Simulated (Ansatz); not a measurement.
LuSe (rock salt, Fm-3m) at seven volumes, the program Ansatz at the r²SCAN level (PAW), scaled uniformly. One row is withheld.

```tsv
V (Å³/atom)	P (GPa)
20.043	10.68
20.703	6.54
21.364	3.01
22.025	0.00
22.686	-2.57
23.346	-4.76
24.007	?
```

Fit the shown pressures and predict the withheld one.

Third-order Birch–Murnaghan: P = (3/2)B₀(x^(7/2) − x^(5/2))[1 + (3/4)(B′ − 4)(x − 1)] with x = (V₀/V)^(2/3). Least squares on the six rows gives V₀ = 22.025 Å³/atom, B₀ = 92.54 GPa, B′ = 4.27. At V = 24.007, x = 0.9442 and P = -6.64 GPa. The run itself gave -6.59 GPa.

The workflow started from an entry of the Crystallography Open Database (COD). Whether it is the stable phase at ambient conditions was not checked. Symmetry was held in the r²SCAN relaxation; whether a distortion lowers the energy is not shown. Spin–orbit coupling is left out wherever it is not named.

Potentials: the later of the program's two PAW sets.
